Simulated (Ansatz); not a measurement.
The cell of Ho4Pd is invented: random cell by space group and Wyckoff sites (F-43m, No. 216). The dimensions are guesses.

```cif
data_structure
_symmetry_space_group_name_H-M 'P 1'
_symmetry_Int_Tables_number 1
_cell_length_a 5.3674
_cell_length_b 5.3674
_cell_length_c 5.3674
_cell_angle_alpha 60.000
_cell_angle_beta 60.000
_cell_angle_gamma 60.000
_cell_volume 109.34
loop_
_atom_site_label
_atom_site_type_symbol
_atom_site_fract_x
_atom_site_fract_y
_atom_site_fract_z
_atom_site_occupancy
Ho1 Ho 0.87290 0.87290 0.87290 1
Ho2 Ho 0.87290 0.87290 0.38131 1
Ho3 Ho 0.87290 0.38131 0.87290 1
Ho4 Ho 0.38131 0.87290 0.87290 1
Pd1 Pd 0.50000 0.50000 0.50000 1
```

Method: DFT PBE, scalar-relativistic, plane waves, PAW, and for the lanthanide a 4f-in-core norm-conserving potential (Ansatz). Cutoff 690 eV, Gaussian smearing, Γ-centred meshes. Cell and atoms relax first on a coarse mesh and then on a finer one. In between, the cell is made exact in the group found at 0.06 Å. In metals the finer mesh still leaves noise of several meV/atom or more. The steps can't lower the symmetry of their start. No spin polarisation in the relaxation; trial moments died out in a coarse test.

A guess keeps its type if space group and coordination stay and the shape of the cell changes little (axis ratios within about 15 %, angles within 6°); the volume may change.

Question: Will the relaxed cell still be of the starting type?

Answer: It keeps its type. The symmetry stays F-43m (No. 216). The volume per atom grows by 57.6 %, from 21.9 to 34.5 Å³. The shortest distance goes from 2.64 Å (Ho–Ho) to 3.09 Å (Ho–Ho). Counting neighbours within 15 % of an atom's shortest distance, the start has Ho 6, Pd 12 and the end Ho 6, Pd 12.

The last run used an 8×8×8 mesh for its 5-atom cell and Gaussian smearing of 0.10 eV. Trial moments died out on the coarse mesh, so the last step has no spin; another magnetic start might hold. Symmetry constrained the relaxation, so the result can be a saddle point. Another cell of Ho4Pd relaxed alike, in Pm-3m, lies 0.96 eV/atom lower, so this cell isn't the stable form at this level.

The lanthanide is trivalent by construction, without f bands, f moments or other valences.
